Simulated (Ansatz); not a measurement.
Here is the system:

Ba2N:
```cif
data_Ba6N3
_chemical_formula_sum 'Ba6 N3'
_space_group_name_H-M_alt 'R-3m :H'
_space_group_IT_number 166
_space_group_name_Hall '-R 3 2"'
_cell_length_a 3.85660
_cell_length_b 3.85660
_cell_length_c 22.17121
_cell_angle_alpha 90.000
_cell_angle_beta 90.000
_cell_angle_gamma 120.000
loop_
_atom_site_label
_atom_site_type_symbol
_atom_site_symmetry_multiplicity
_atom_site_Wyckoff_symbol
_atom_site_fract_x
_atom_site_fract_y
_atom_site_fract_z
_atom_site_occupancy
Ba1 Ba 6 c 0.00000 0.00000 0.26695 1
N1 N 3 a 0.00000 0.00000 0.00000 1
```
(The calculation used a cell of 3 atoms; values per cell refer to that cell.)

This is the LDA-relaxed structure.

### Question
All from LDA (plane waves, PAW; program Ansatz), unless another level is named. Estimate the electronic character.

### Answer
metallic (no gap).

### Question
And the density of states at the Fermi level?

### Answer
0.90 states/eV per atom (mean over ±0.08 eV).

### Question
And the formation energy from the elements (no fitted shifts)?

### Answer
-0.65 eV/atom.

The workflow started from a Materials Project entry (that database holds measured and hypothetical structures alike); the Crystallography Open Database files this formula in space group No. 166, but the cells were not matched. Whether it is the stable phase at ambient conditions was not checked. The cell was relaxed with LDA under the symmetry of its start; its stability against distortions is not shown here. With an odd number of electrons in the cell and no spin polarisation, the count alone makes it a metal. The references are the lowest solids computed at this level, not always the standard phases (solids in place of the gases). Scalar-relativistic: spin–orbit coupling is off unless named, which matters more the heavier the elements.

Potentials: the later of the program's two PAW sets.
